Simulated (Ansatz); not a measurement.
KTaO$_{3}$:
```
KTaO3
1.0
    4.02445     0.00000     0.00000
    0.00000     4.02445     0.00000
    0.00000     0.00000     4.02445
K Ta O
1 1 3
Direct
  0.50000   0.50000   0.50000
  0.00000   0.00000   0.00000
  0.00000   0.50000   0.00000
  0.50000   0.00000   0.00000
  0.00000   0.00000   0.50000
```

The program Ansatz at the PBE level (PAW) gives a gap of 2.16 eV without spin–orbit coupling, maximum at R, minimum at Γ.

Problem. What happens when spin–orbit coupling is switched on?

Solution. The gap falls by 0.14 eV, to 2.02 eV; maximum at R, minimum at Γ.

Problem. Give the electron effective mass with spin–orbit coupling, band 1 of 2 at the edge.

Solution. 0.76 along [100], 0.53 along [110], 0.43 along [111] (mₑ).

Problem. Give the electron effective mass with spin–orbit coupling, band 2 of 2 at the edge.

Solution. 0.27 along [100], 0.32 along [110], 0.36 along [111] (mₑ).

Space group Pm-3m (cubic perovskite). The cell was relaxed with PBE under the symmetry of its start. At this level the phase is dynamically unstable (imaginary phonons). No spin polarisation was allowed.

Potentials: the later of the program's two PAW sets.
